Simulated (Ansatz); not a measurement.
Self-aligned germanide contacts on shallow junctions

Screening note. A metal film that reacts with Ge consumes substrate; on a shallow junction the depth consumed per thickness of contact matters as much as the driving force.

NiGe serves as the reference. 10 nm of metal is deposited and fully reacted. All products have no gap at this level.

**Data**

Methods, by column (Ansatz, a plane-wave PAW program): volume per atom: r²SCAN, relaxed cell; metal volume, Ge volume: r²SCAN, the element in its room-temperature structure; ΔH_f: r²SCAN, 0 K, against the elements in the same set-up, no fitted corrections.

Model: Ge consumed = metal thickness × y × V(Ge)/V(metal); product = metal thickness × (1 + y) × V/V(metal); ratio = consumed/product; volume change = product/(metal + consumed) − 1.

```
crystal                 Ge atoms per metal atom  V (Å³/atom)  V of the metal (Å³/atom)  V of Ge (Å³/atom)  ΔH_f (eV/atom)  Ge consumed (nm)  product thickness (nm)  consumed per nm of product  volume change (%)
----------------------  -----------------------  -----------  ------------------------  -----------------  --------------  ----------------  ----------------------  --------------------------  -----------------
NiGe (Pnma), reference                    1.000        13.30                     10.52              22.83          −0.265             21.70                   25.29                        0.86                −20
LaGe (Cmcm, oS16)                         1.000        26.92                     37.24              22.83          −0.944              6.13                   14.46                        0.42                −10
Y5Ge3 (P6₃/mcm, hP16)                     0.600        25.17                     33.49              22.83          −0.954              4.09                   12.03                        0.34                −15
Ta5Ge3 (I4/mcm, tI32)                     0.600        16.47                     18.05              22.83          −0.399              7.59                   14.60                        0.52                −17
```

Not checked to be the ambient phase: LaGe (Cmcm, oS16). No claim is made that these are known or stable phases: Y5Ge3 (P6₃/mcm, hP16); Ta5Ge3 (I4/mcm, tI32). Over 15 meV/atom above the lowest phase of their formula at hand: Ta5Ge3 (I4/mcm, tI32) (21 meV/atom, r²SCAN). Run without spin polarisation: NiGe. Spin–orbit coupling is left out unless named. No other phase of the formula is at hand at the same level beside LaGe (Cmcm, oS16), Y5Ge3 (P6₃/mcm, hP16). ΔH_f counts from the lowest computed solid of each element: Ge (Fd-3m), La (P6_3/mmc), Ni (Fm-3m, ferromagnetic), Ta (Im-3m), Y (P6_3/mmc).

**Worked example**

For LaGe (Cmcm, oS16), step by step:

Ge consumed: 10 × 1.000 × 22.83/37.24 = 6.13 nm; product thickness: 10 × (1 + 1.000) × 26.92/37.24 = 14.46 nm; Ge consumed per nm of product: 6.13/14.46 = 0.42; volume change: 100 × (14.46/(10 + 6.13) − 1) = −10 %.

**Result**

Ranking by Ge consumed per nm of product, lowest first: Y5Ge3 (P6₃/mcm, hP16) (0.34 ± 0.011), LaGe (Cmcm, oS16) (0.42 ± 0.013), Ta5Ge3 (I4/mcm, tI32) (0.52 ± 0.016), NiGe (0.86 ± 0.027). The ± follows from allowances picked for this note (volume per atom 1 %, metal volume 1 %, 3 % for the model), carried to first order and added in quadrature; ≈ joins neighbours closer than their two ± added in quadrature. On this figure 3 of 3 candidates do clearly better than the reference.

Pareto front for low Ge consumed per nm of product and low ΔH_f: Y5Ge3 (P6₃/mcm, hP16) (0.34, −0.954). The reference is off the front.

**Caveats**

Which phase forms first is kinetic; barrier heights, resistivities and agglomeration are not treated. Phases over 50 meV/atom above the lowest one at hand were not drawn (by r²SCAN where it compared them, else by the largest value; a layered or molecular lowest phase counts only with a dispersion term); other phases could lie lower still. The rows are a sample and no shortlist: familiar crystals first, some related and some not, whatever their agreement with measurement; tables with many equal figures were not kept. Limits of the draw: ΔH_f under −0.03 eV/atom; for ΔH_f, runs without a dispersion term, no Mn, and elements whose lowest cell is their usual one. As a rule kept out of such tables: 4f compounds, open-shell compounds run without a Hubbard term, cells found unstable in the tests at hand, cells close to a higher symmetry, and runs set to a pressure or over 12 % in volume from the crystal's fullest run.
